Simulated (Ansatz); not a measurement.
AlIr$_{3}$N:
Space group Pm-3m (No. 221); a = 4.052 Å, b = 4.052 Å, c = 4.052 Å, α = 90.00°, β = 90.00°, γ = 90.00°

```json
[
 {"atom": "Al", "site": "1a", "symmetry": "m-3m", "x": "0.0000", "y": "0.0000", "z": "0.0000"},
 {"atom": "Ir", "site": "3c", "symmetry": "4/mm.m", "x": "0.0000", "y": "0.5000", "z": "0.5000"},
 {"atom": "N", "site": "1b", "symmetry": "m-3m", "x": "0.5000", "y": "0.5000", "z": "0.5000"}
]
```

Relaxed with r²SCAN.

Task: Tabulate the valence density and the electron localisation function along the shortest Al–Ir contact (2.87 Å), r²SCAN in the plane-wave PAW code Ansatz.

Result: 

| distance from Al (Å) | density (e/Å³) | ELF |
|---|---|---|
| 0.29 | 0.05 | 0.02 |
| 0.43 | 0.07 | 0.02 |
| 0.57 | 0.10 | 0.07 |
| 0.72 | 0.14 | 0.22 |
| 0.86 | 0.18 | 0.39 |
| 1.00 | 0.20 | 0.48 |
| 1.15 | 0.21 | 0.49 |
| 1.29 | 0.23 | 0.45 |
| 1.43 | 0.27 | 0.40 |
| 1.58 | 0.34 | 0.35 |
| 1.72 | 0.50 | 0.34 |
| 1.86 | 0.81 | 0.38 |
| 2.01 | 1.56 | 0.47 |
| 2.15 | 3.16 | 0.55 |
| 2.29 | 5.35 | 0.58 |
| 2.44 | 7.47 | 0.56 |
| 2.58 | 8.94 | 0.49 |

The density is the valence pseudo-density with augmentation charge, so density and ELF within about 1 Å of a nucleus are not all-electron values.

The start of the workflow was typed in or built on a structure type; neither database checked (COD, Materials Project) lists it. Whether it is the stable phase at ambient conditions was not checked. The cell was relaxed with r²SCAN under the symmetry of its start; whether a distortion lowers the energy is not shown. The workflow began spin-polarised and lost its moments. The volume moved by 18 % from the start of the relaxation. Its formation energy is positive at this level, so the cell may be metastable or incomplete. Scalar-relativistic: spin–orbit coupling is off unless named, which matters more the heavier the elements.

Potentials: the earlier of the program's two PAW sets. The files were generated under PBE; for other functionals the program regenerates the frozen cores, and for LDA and PBEsol the local potential too.
